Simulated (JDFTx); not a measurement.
Reference run:

System: Cu(110) (Fm-3m bulk; lattice of mp-30, not re-optimised at this level), 1x1 cell of 5 atoms in 5 planes, area 9.05 Å² a face, 5.1 Å between the outermost planes in a cell 21.1 Å high; k mesh 6×8×1, Fermi width 0.01 Ha, no spin polarisation.

The reference is PBE, GBRV ultrasoft potentials, plane waves to 20/100 Ha; code: a modified build of JDFTx. Unrelaxed; liquid: CANDLE, water, 1 M KF. Potentials refer to SHE, placed 4.44 V below the bulk liquid's zero by convention.

```json
[
 {"density cutoff alone": "80 Ha", "work function (eV)": "4.35", "U_pzc (V)": "-0.40", "mean C above U_pzc (μF/cm²)": "13 over 0.5 V", "k states × plane waves": "20 × 5502", "cycles, vacuum run": "29", "rough core time, vacuum run": "4 min"},
 {"density cutoff alone": "100 Ha", "work function (eV)": "4.35", "U_pzc (V)": "-0.40", "mean C above U_pzc (μF/cm²)": "13 over 0.5 V", "k states × plane waves": "20 × 5502", "cycles, vacuum run": "30", "rough core time, vacuum run": "5 min"},
 {"density cutoff alone": "130 Ha", "work function (eV)": "4.35", "U_pzc (V)": "-0.40", "mean C above U_pzc (μF/cm²)": "13 over 0.5 V", "k states × plane waves": "20 × 5502", "cycles, vacuum run": "29", "rough core time, vacuum run": "5 min"},
 {"density cutoff alone": "200 Ha", "work function (eV)": "4.35", "U_pzc (V)": "-0.40", "mean C above U_pzc (μF/cm²)": "13 over 0.5 V", "k states × plane waves": "20 × 5502", "cycles, vacuum run": "30", "rough core time, vacuum run": "6 min"}
]
```

The work function stays within 0.01 eV over all these settings; capacitances repeat to about ±0.2 μF/cm². Core times come from shared machines and are rough, one run each.
